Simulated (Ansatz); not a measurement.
**PbF2: elastic constants from stress and strain**

```xyz
3
Lattice="0.0000 2.9699 2.9699 2.9699 0.0000 2.9699 2.9699 2.9699 0.0000" Properties=species:S:1:pos:R:3 pbc="T T T"
Pb    0.0000    0.0000    0.0000
F     1.4849    1.4849    1.4849
F     4.4548    4.4548    4.4548
```

Atoms are numbered in the order listed.

The geometry is COD entry 9014557, unchecked; take it as a test cell.

Spin–orbit coupling is left out, though it moves levels of the heavy atoms by tenths of an eV or more.

All numbers below come from DFT, LDA, all-electron LAPW, scalar-relativistic in Ansatz 0.2.0.

The runs use a Γ-centred 7×7×7 k mesh, Fermi–Dirac smearing of 0.03 eV, basis error target 0.5 meV/atom, no spin polarisation.

The unstrained cell is at -4.90 GPa. Large strains and very small stresses are left out. Each strain is applied once, with fractional coordinates held (clamped ions), and σ below is the change of stress, positive in tension. One finite strain gives stress–strain coefficients at this pressure with an error of the order of the strain times third-order constants, a few per cent for each per cent of strain.

Question: With equal xy, yz and zx engineering shear strains of -1 %, the run gives σxy = -0.29 GPa and γxy = 2εxy = -0.0100. Which stiffness follows?

Answer: C44 (clamped ions) = σxy/γxy = 29 GPa.

Question: Estimate the stiffness probed by this change, and the stress that it gives: equal xy, yz and zx engineering shear strains of +1 %.

Answer: σxy = 0.26 GPa and γxy = 2εxy = 0.0100, so C44 (clamped ions) = σxy/γxy = 26 GPa.

Question: The two estimates of C44 (clamped ions) differ. Why, and which value is best?

Answer: Finite strains add third-order terms, which change sign with the strain; interpolating the two linearly to zero strain gives 27 GPa, the better value.
